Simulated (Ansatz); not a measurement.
AgCl:
```cif
data_Ag4Cl4
_chemical_formula_sum 'Ag4 Cl4'
_space_group_name_H-M_alt 'Fm-3m'
_space_group_IT_number 225
_space_group_name_Hall '-F 4 2 3'
_cell_length_a 5.61150
_cell_length_b 5.61150
_cell_length_c 5.61150
_cell_angle_alpha 90.000
_cell_angle_beta 90.000
_cell_angle_gamma 90.000
loop_
_atom_site_label
_atom_site_type_symbol
_atom_site_symmetry_multiplicity
_atom_site_Wyckoff_symbol
_atom_site_fract_x
_atom_site_fract_y
_atom_site_fract_z
_atom_site_occupancy
Ag1 Ag 4 b 0.50000 0.50000 0.50000 1
Cl1 Cl 4 a 0.00000 0.00000 0.00000 1
```
(The calculation used a cell of 2 atoms; values per cell refer to that cell.)

Relaxed with PBE.

### Question
Tabulate the valence density and the electron localisation function along the shortest Ag–Cl contact (2.81 Å), PBE (plane waves, PAW; program Ansatz).

### Answer


| distance from Ag (Å) | density (e/Å³) | ELF |
|---|---|---|
| 0.28 | 15.96 | 0.76 |
| 0.42 | 11.30 | 0.67 |
| 0.56 | 6.91 | 0.59 |
| 0.70 | 3.56 | 0.51 |
| 0.84 | 1.55 | 0.40 |
| 0.98 | 0.67 | 0.27 |
| 1.12 | 0.36 | 0.15 |
| 1.26 | 0.23 | 0.10 |
| 1.40 | 0.21 | 0.13 |
| 1.54 | 0.26 | 0.31 |
| 1.68 | 0.38 | 0.62 |
| 1.82 | 0.60 | 0.81 |
| 1.96 | 0.95 | 0.86 |
| 2.10 | 1.42 | 0.87 |
| 2.24 | 1.78 | 0.83 |
| 2.38 | 1.64 | 0.72 |
| 2.53 | 0.94 | 0.51 |

The density is the valence pseudo-density with augmentation charge, so density and ELF within about 1 Å of a nucleus are not all-electron values.

The PBE relaxation kept the symmetry of its start; phonons on a q-mesh show no instability. No spin polarisation was allowed.

Potentials: the later of the program's two PAW sets.
